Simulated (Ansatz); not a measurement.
GaSb (wurtzite, space group No. 186), PBE in the plane-wave PAW code Ansatz, all energies at zero smearing, with the estimated change up to a 700 eV cutoff added, with one set of potentials and settings (totals compare only within such a set). Cell of 4 atoms (2 Ga, 2 Sb): -20535.634 eV.

```json
[
 {"element": "Ga", "reference phase": "Cmce, 4 atoms in the cell", "E (eV/atom)": "-3783.0209"},
 {"element": "Sb", "reference phase": "R-3m, 2 atoms in the cell", "E (eV/atom)": "-6484.4916"}
]
```

Formation energy per atom, worked out: (-20535.634 − 2×(-3783.0209) − 2×(-6484.4916))/4 = -0.152 eV/atom (-15 kJ per mol of atoms), at 0 K, without zero-point energy or fitted corrections.

Space group P6_3mc (wurtzite). The first step of the workflow began from a Materials Project structure, measured or hypothetical; the Crystallography Open Database copy checked does not list it. It is not the phase usual at ambient conditions (space group No. 216). The PBE relaxation kept the symmetry of its start; whether a distortion lowers the energy is not shown. The references are the lowest solids computed at this level, not always the standard phases. Spin–orbit coupling is left out wherever it is not named.

Potentials: the later of the program's two PAW sets.
